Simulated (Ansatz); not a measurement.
This cell of BN (h-BN type, space group P6_3/mmc) is off equilibrium:

```
CELL_PARAMETERS angstrom
      2.50059     0.00000     0.00000
     -1.25029     2.16557     0.00000
      0.00000     0.00000     6.52585
ATOMIC_POSITIONS crystal
  B  0.37351 0.74701 0.25000
  B  0.66667 0.33333 0.75000
  N  0.33333 0.66667 0.75000
  N  0.66667 0.33333 0.25000
```

Level of theory: r2SCAN+rVV10 (plane waves to 500 eV, PAW, scalar-relativistic; Ansatz, a first-principles code). k mesh 12×12×4 (Γ-centred), Fermi-Dirac smearing 0.05 eV. Energies are smeared free energies. Stress and pressure are positive under compression. BN was relaxed with its symmetry unable to fall.

Question: What forces act on the atoms (eV/Å, Cartesian)?

Answer: 
| atom | Fx | Fy | Fz |
|---|---|---|---|
| B1 | 0.000 | -9.761 | 0.000 |
| B2 | 0.000 | 0.001 | 0.000 |
| N3 | 0.000 | -0.003 | 0.000 |
| N4 | 0.000 | 9.763 | 0.000 |

Question: Give the stress tensor in GPa and the pressure.

Answer: 
```
   -3.7      0.0      0.0
    0.0     25.4      0.0
    0.0      0.0     -0.1
```
The pressure, a third of the trace, is 7.2 GPa.

Question: In it atom 1 sits (0.000, 0.174, 0.000) Å away from its relaxed site. What is its energy relative to the relaxed cell?

Answer: 770 meV/cell.

(A displaced cell: forces are minus the slopes of the energy, force constants its curvatures, and phonons follow from these.)
